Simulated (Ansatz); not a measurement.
SiGeC₂:
```yaml
crystal:
  lattice:
    - [3.17783, 0.00000, 0.00000]
    - [0.00000, 3.17783, 0.00000]
    - [0.00000, 0.00000, 4.48712]
  atoms:
    - { symbol: Ge, position: [0.50000, 0.50000, 0.50000] }
    - { symbol: Si, position: [0.00000, 0.00000, 0.00000] }
    - { symbol: C, position: [0.50000, 0.00000, 0.76448] }
    - { symbol: C, position: [0.00000, 0.50000, 0.23552] }
```

Relaxed with PBE. Special points in fractions of this cell's reciprocal vectors: Γ (0.000, 0.000, 0.000); X (0.000, 0.500, 0.000); M (0.500, 0.500, 0.000); Z (0.000, 0.000, 0.500); R (0.000, 0.500, 0.500); A (0.500, 0.500, 0.500).

**Question.** List the band energies nearest the valence-band maximum at these points for the program Ansatz at the PBE level (PAW).

**Answer.** In eV from the valence-band maximum; about four levels below and three above (degenerate sets whole), none deeper than 8.9 eV; points with the same levels are listed once.

```tsv
k	below	above
Γ	-3.42 -3.42 -0.33 0.00 0.00	1.86 3.61 4.59
X	-4.56 -4.35 -1.68 -1.11	4.66 5.59 7.31
M	-3.51 -3.35 -3.35 -3.20	1.50 1.50 2.95
Z	-2.37 -2.37 -1.79 -1.79	3.23 4.01 5.45
R	-1.60 -1.33 -1.13 -0.92	3.75 4.57 6.53
A	-5.02 -4.74 -4.74 -4.72	5.29 5.29 7.30
```

Space group P-4m2. The start of the workflow was typed in or built on a structure type; neither database checked (COD, Materials Project) lists it. Whether it is the stable phase at ambient conditions was not checked. The PBE relaxation kept the symmetry of its start; whether a distortion lowers the energy is not shown. Spin–orbit coupling is left out wherever it is not named.

Potentials: the later of the program's two PAW sets.
